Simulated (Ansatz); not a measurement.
## Stress against strain in Li2Pt

```
CELL_PARAMETERS angstrom
4.18600 0.00000 0.00000
-2.09300 3.62518 0.00000
0.00000 0.00000 2.66100
ATOMIC_POSITIONS crystal
Li 0.33333 0.66667 0.50000
Li 0.66667 0.33333 0.50000
Pt 0.00000 0.00000 0.00000
```

Atom numbers follow the list: Li1, Li2, Pt3.

Conventional cell: a = 4.186 Å, b = 4.186 Å, c = 2.661 Å, α = 90.00°, β = 90.00°, γ = 120.00°. Around Li (atom 1) lie 5 Li at 2.42 to 2.66 Å and 6 Pt at 2.76 Å. Around Pt (atom 3) lie 2 Pt at 2.66 Å and 12 Li at 2.76 Å.

The cell comes from COD entry 1523301, which wasn't checked; take it as a given geometry.

Spin–orbit coupling is left out, though it moves levels of the heavy atoms by tenths of an eV or more.

Level of theory: Ansatz 0.2.0, DFT, LDA, all-electron LAPW, scalar-relativistic.

Settings: a Γ-centred 9×9×12 k mesh, Fermi–Dirac smearing of 0.03 eV, basis error target 1 meV/atom, no spin polarisation.

The strain is applied along the Cartesian axes of the cell as listed (the other components stay zero). Fractional coordinates are held (clamped ions).

σ is the change of stress from the unstrained cell, which is at -4.41 GPa; tension is positive, so slopes are stress–strain coefficients at that pressure. In a metal the k mesh adds noise.

Only quantities that a quadratic follows smoothly over the whole series are listed; rougher ones are left out.

| εzz | σzz (GPa) | σxx (GPa) |
| --- | --- | --- |
| -0.0200 | -4.57 | -0.90 |
| -0.0100 | -2.14 | -0.45 |
| 0.0000 | 0.00 | 0.00 |
| 0.0200 | 4.18 | 0.61 |

Fit the series and read off the stiffness at zero strain.

Least-squares fits y = p0 + p1 x + p2 x² to the rows give σzz (GPa): p1 = 218, p2 = -580; σxx (GPa): p1 = 38, p2 = -330. So C33 = 218 GPa and C13 = 38 GPa, for these axes.

One run, at εzz = 0.0100, is withheld. Predict its row.

The fits give 2.16, 0.33; the run gave 2.21, 0.31.
